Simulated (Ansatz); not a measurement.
Total density of states per atom from plane-wave PAW r²SCAN (Ansatz code), in 0.25 eV bins, energy from the valence-band maximum:

```
E (eV) | states/eV/atom
    -7.86 |  0.00
    -7.61 |  0.00
    -7.36 |  0.00
    -7.11 |  0.00
    -6.86 |  0.00
    -6.61 |  0.00
    -6.36 |  0.00
    -6.11 | ########## 0.35
    -5.86 | ######## 0.28
    -5.61 | ### 0.10
    -5.36 | ############### 0.51
    -5.11 | ################### 0.65
    -4.86 | ################# 0.60
    -4.61 | ################ 0.57
    -4.36 | #################### 0.68
    -4.11 | ################## 0.63
    -3.86 | ################### 0.64
    -3.61 | #################### 0.68
    -3.36 | ################### 0.67
    -3.11 | ######################## 0.84
    -2.86 | ########################## 0.92
    -2.61 | ####################### 0.81
    -2.36 | ######################### 0.88
    -2.11 | ######################### 0.86
    -1.86 | ########################## 0.89
    -1.61 | ##################### 0.74
    -1.36 | ############################## 1.03
    -1.11 | ############################## 1.04
    -0.86 | ########################### 0.95
    -0.61 | ######################## 0.83
    -0.36 | ############## 0.48
    -0.11 | ######### 0.30
     0.14 |  0.00
     0.39 |  0.00
     0.64 |  0.00
     0.89 |  0.00
     1.14 |  0.00
     1.39 |  0.00
     1.64 |  0.00
     1.89 |  0.00
     2.14 |  0.00
     2.39 |  0.00
     2.64 | # 0.02
     2.89 | ######### 0.31
     3.14 | ##### 0.17
     3.39 | ####### 0.24
     3.64 | ######## 0.28
     3.89 | ######## 0.26
     4.14 | ################# 0.58
     4.39 | ######################## 0.85
     4.64 | ###################### 0.76
     4.89 | ############ 0.43
     5.14 | ############# 0.43
     5.39 | ################### 0.65
     5.64 | ################## 0.61
     5.89 | ########## 0.35
     6.14 | ##### 0.17
     6.39 | ##### 0.19
     6.64 | ##### 0.16
     6.89 | ###### 0.19
     7.14 | ############ 0.41
     7.39 | ########## 0.36
```

Task: Which compound is it?
A. La2S3O12, R-3c (La on 12c, S on 18e, O on 36f, O on 36f)
B. P3N5, C2/c (Pearson symbol mS32)
C. Nb9PO25, C2 (Pearson symbol mS70)
D. MnCO3, R-3c (Mn on 6b, C on 6a, O on 18e)

Result: C, Nb9PO25, C2 (Pearson symbol mS70). Top 1 eV of the valence band: O 2p 96 %. Bottom 1 eV of the conduction band: Nb 4d 86 %, O 2p 12 %. Projections are on Löwdin-orthogonalised atomic valence shells; empty p or d shells of many metals are not among them.

The first step of the workflow began from a Materials Project structure, measured or hypothetical; the Crystallography Open Database copy checked does not list it. COD files the formula under space group No. 82. Whether it is the stable phase at ambient conditions was not checked. Symmetry was held in the r²SCAN relaxation; whether a distortion lowers the energy is not shown. The run is not spin-polarised. Spin–orbit coupling is left out wherever it is not named.

Potentials: the later of the program's two PAW sets.
